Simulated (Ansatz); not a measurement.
In DFT-PBE in the program Ansatz with PAW potentials, Be in the diamond structure (Fd-3m) relaxes to a = 4.899 Å. Be has 4 nearest neighbours from 2.12 Å (tetrahedral).

Electronic character: metallic (no gap).

An equation-of-state fit gives a bulk modulus of 44.1 GPa.

The start of the workflow was typed in or built on a structure type; neither database checked (COD, Materials Project) lists it. It is not the phase usual at ambient conditions (space group No. 194). Symmetry was held in the PBE relaxation; whether a distortion lowers the energy is not shown.

Potentials: the later of the program's two PAW sets.
